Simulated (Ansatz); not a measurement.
**What a change of settings does: LaAs (zincblende type)**

First run: DFT, PBEsol, all-electron PAW with datasets made for the crystal, scalar-relativistic (Ansatz 0.2.0).

Command: `ansatz run input.yaml --threads 1 --pin off --max-ram 2048MiB --backend cpu --events-out ev --progress --plain --runs-dir out` It took 30 s on 1 thread of AMD EPYC 7R43 64-Core Processor (Zen 3), on a shared host, peak memory 0.79 GiB.

```yaml
crystal:
  lattice:
    - [0.0, 3.359181883, 3.359181883]
    - [3.359181883, 0.0, 3.359181883]
    - [3.359181883, 3.359181883, 0.0]
  atoms:
    - { symbol: La, position: [0.0, 0.0, 0.0] }
    - { symbol: As, position: [0.25, 0.25, 0.25] }
kpoints:
  mp_grid: { grid: [12, 12, 12] }
scf:
  occupations: { method: fermi_dirac, width: 0.05 }
hamiltonian:
  xc: pbesol
  pseudopotentials: { kind: all_electron, datasets: crystal }
output:
  forces: true
  stress: true
  eigenvalues: true
```

The cell comes from a relaxation on PAW files under the same functional, begun from a prototype that needn't be the stable phase.

This run: the series' base cell.

It converges in 10 SCF iterations at a pressure of 0.02 GPa.

The input is then changed:

```diff
 kpoints:
-  mp_grid: { grid: [12, 12, 12] }
+  mp_grid: { grid: [10, 10, 10] }
 scf:
-  occupations: { method: fermi_dirac, width: 0.05 }
+  occupations: { method: tetrahedron_uncorrected }
 hamiltonian:
```

What does the second run give?

It converges in 10 SCF iterations, free energy 0.0 meV/atom against the first run's. The settings are coarser than usual, but the energy hardly moved. Results part of its log:
```
SCF 1 converged in 10 iterations: F = -292502.177107 eV  dr2 = 1.25e-9
  Residual-converged pass: ⟨swp⟩=4.8  Hψ=2147  notcnv=0  max |occ|·‖R‖ = 5.2e-6 eV (tolerance 5.3e-6 eV)  dr2=1.14e-9  dr2_onsite=3.90e-8  max |Δocc| = 0.0e0
  greatest PAW one-centre occupation: 0.994 electrons in one spin orbital (limit 2), on the As atom at site 1 (counted from 0), in its partial waves of l = 2
SCF converged after 10 iterations
Free energy (F): -292502.177107 eV
Harris-Foulkes:  -292502.177107 eV  (|F-HF|=2.10e-9)
Internal energy: -292502.177107 eV  (E = F + TS)
E sigma→0 (E₀):  -292502.177107 eV
Past the cutoff: the bands carry plane waves up to 1.75 times it, of which those up to 1.5 times it add -0.000774 eV an atom, each by itself; the spheres take 0.000513 eV an atom off the energy for waves past 1.75 times it
By the cutoff:   a pressure is off by up to 0.007 GPa (1.2 times the spheres' own share and the shells' term, over an atom's volume, and 0.004 GPa: a bound that held against runs at twice the plane waves)
Past the cutoffs: a stress includes 0.0025 GPa for waves and charges beyond them, in addition to the slope of what the spheres take
In the spheres:  the bands' charges fall short by 6.1e-6 e at most (sound up to 1e-3)
Fermi energy:    8.080833 eV
--- Per-component energies (eV) ---
  E_band       = -306.192251
  E_kinetic    = 340.059798
  E_local      = -2171.777251  (includes V_loc(G=0)·N_el)
  E_nonlocal   = -1196.770613
  E_hartree    = 1037.439008
  E_xc         = -209.814923
  E_vxc        = -269.350621  (∫ρ·V_xc dr)
  E_paw        = -295640.470106  (= ΣΔE_a)
  E_vpaw       = -6406.039053  (= ΣTr[D̂ρ^β])
  E_ewald      = -1983.649683
  E_smearing   = -0.000000  (= −TS)
  E_closure    = 7322.806663  (closes the sum)
  Σ components = -292502.177107   (vs F -292502.177107, Δ=0.00e0)
  The terms above E_closure are by the made datasets' own strengths, without shells solved beside the bands.
--- Forces (eV/Å), atoms counted from 1 ---
  atom   1  La     0.00000000    -0.00000000     0.00000000
  atom   2  As    -0.00000000     0.00000000    -0.00000000
  max |Σ_I F_I| component: 5.55e-17 eV/Å
--- Stress (GPa, compression-positive) ---
        0.018259       0.000000      -0.000000
        0.000000       0.018259       0.000000
       -0.000000       0.000000       0.018259
  P = ⅓ Tr σ = 0.0183 GPa (0.183 kbar)
--- Band table (eV; the first three rows and the last of 47) ---
  k-point 0: bands = ["-25.4099", "-25.4099", "-25.4099", "-25.4019", "-25.4019", "-23.9090", "-7.5618", "-7.5618", "-7.5618", "-1.0380", "6.8360", "6.8360", "6.8360", "9.5480", "10.7254"]
  k-point 1: bands = ["-25.4103", "-25.4099", "-25.4099", "-25.4019", "-25.4019", "-23.9072", "-7.5934", "-7.5653", "-7.5653", "-0.9807", "6.7417", "6.8797", "6.8797", "9.7621", "10.6782"]
  k-point 2: bands = ["-25.4115", "-25.4098", "-25.4098", "-25.4019", "-25.4019", "-23.9022", "-7.6739", "-7.5743", "-7.5743", "-0.8358", "6.6082", "6.9896", "6.9896", "10.1377", "10.5786"]
  k-point 46: bands = ["-25.4162", "-25.4096", "-25.4095", "-25.4019", "-25.4018", "-23.8828", "-7.8550", "-7.6866", "-7.6515", "-0.3009", "6.6493", "7.2720", "8.0808", "9.4287", "10.5226"]
```
